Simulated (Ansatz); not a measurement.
Computed properties of BeS

BeS:
```
CELL_PARAMETERS angstrom
      3.43387     0.00000     0.00000
     -1.71694     2.97382     0.00000
      0.00000     0.00000     5.66094
ATOMIC_POSITIONS crystal
  Be 0.33333 0.66667 0.99947
  S  0.66667 0.33333 0.12553
  Be 0.66667 0.33333 0.49947
  S  0.33333 0.66667 0.62553
```

Space group P6_3mc (No. 186), wurtzite; conventional cell a = 3.434 Å, b = 3.434 Å, c = 5.661 Å, α = 90.00°, β = 90.00°, γ = 120.00°.

Method: r²SCAN (plane waves, PAW; program Ansatz). Geometry: relaxed at this level of theory. Other levels are named where they apply.

**Cell and energy**

```
Item                                                          Result
-----------------------------------------------------  -------------
Volume per atom                                             14.45 Å³
Density                                                   2.36 g/cm³
Formation energy from the elements (no fitted shifts)  -1.22 eV/atom
```

**Electronic structure**

```
Property                                                                       Value
--------------------------------------------  --------------------------------------
Band gap                                                          4.09 eV (indirect)
Valence-band maximum                                                            at Γ
Conduction-band minimum                                  at K (2 equivalent valleys)
Smallest direct gap on the standard path                                     5.64 eV
Electron effective mass                       0.30, 0.51, 0.51 mₑ (principal values)
Hole effective mass, band 1 of 2 at the edge           1.5 along x, 1.3 along z (mₑ)
Hole effective mass, band 2 of 2 at the edge          0.27 along x, 1.3 along z (mₑ)
HSE06 gap on the r²SCAN cell                                                 4.65 eV
```

**Mechanics**

```
Property                                                                                                       Result
-----------------------------------------------------------  --------------------------------------------------------
Bulk modulus (Birch–Murnaghan fit)                                                                           97.1 GPa
Pressure derivative B′                                                                                            3.7
Elastic constants (relaxed ions, GPa)                        C11 = 196, C12 = 55.5, C13 = 36.2, C33 = 226, C44 = 58.2
Mechanical stability                                                           stable (all eigenvalues of C positive)
Hill bulk and shear moduli                                                                          97.1 and 69.0 GPa
Young's modulus                                                                                               167 GPa
Poisson's ratio                                                                                                  0.21
Debye temperature from the elastic constants                                                                    731 K
Piezoelectric stress constants (proper, relaxed ions, C/m²)                 e15 = e24 = e31 = e32 = -0.09, e33 = 0.31
```

**Charges**

```
Quantity                    Result
-------------  -------------------
Bader charges  Be +1.67, S -1.67 e
```

The start of the workflow was typed in or built on a structure type; neither database checked (COD, Materials Project) lists it. COD files the formula under space group No. 216. Its standing as an ambient phase is unchecked. The r²SCAN relaxation kept the symmetry of its start; whether a distortion lowers the energy is not shown. Signs of piezoelectric constants follow the polarity of the cell as given. The references are the lowest solids computed at this level, not always the standard phases.

Potentials: the earlier of the program's two PAW sets. The files were generated under PBE; for other functionals the program regenerates the frozen cores, and for LDA and PBEsol the local potential too.
